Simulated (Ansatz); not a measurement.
Relaxed MgS (rock salt):

```yaml
crystal:
  lattice:
    - [0.00000, 2.60256, 2.60256]
    - [2.60256, 0.00000, 2.60256]
    - [2.60256, 2.60256, 0.00000]
  atoms:
    - { symbol: S, position: [0.00000, 0.00000, 0.00000] }
    - { symbol: Mg, position: [0.50000, 0.50000, 0.50000] }
```

In each cell atom 2 (Mg, nearest neighbour S at 2.603 Å; its periodic images, 3.7 Å or more away, move with it) moves by s·(-1.000, 0.000, 0.000) (towards the nearest neighbour), the rest being held.

These are r2SCAN (plane waves to 500 eV, PAW, scalar-relativistic; Ansatz, a first-principles code) values and carry that method's errors. k mesh 9×9×9 (Γ-centred), Fermi-Dirac smearing 0.05 eV. Energies are smeared free energies. Stress and pressure are positive under compression. F∥ is the force on the atom along that direction. MgS was relaxed with its symmetry unable to fall. The PAW data are Ansatz's earlier set. ΔE is measured from the undisplaced structure.

```csv
s (Å),ΔE (meV/cell),F∥ (eV/Å),P (GPa)
-0.260,116.5,1.053,2.43
-0.208,69.9,0.751,1.52
-0.156,37.3,0.511,0.84
-0.104,16.0,0.317,0.37
-0.052,3.9,0.151,0.09
0.000,0.0,0.000,0.00
0.052,3.9,-0.151,0.09
0.104,16.0,-0.317,0.37
0.156,37.3,-0.511,0.84
0.208,69.9,-0.751,1.52
0.260,116.5,-1.053,2.43
```

Key numbers:

The energy at s = 0.260 Å is 116.5 meV/cell. The force along the line at s = -0.260 Å is 1.05 eV/Å, the force constant k = d²E/ds² at s = 0 (finite differences) comes out as 2.86 eV/Å² and the zone-centre optical wavenumber from k (transverse: no LO-TO term) is 237 cm⁻¹. Symmetry of the curve: even: the same for both signs. Shape of the curve: a single well with its minimum at or next to zero displacement. Harmonic estimate at the end of the scan: ½ks² = 96.7 meV/cell against the computed 116.5 meV/cell, so the well is stiffer than harmonic there.

(For displaced atoms, the force is minus the slope of the energy, and its curvature is a force constant, which sets phonon frequencies.)
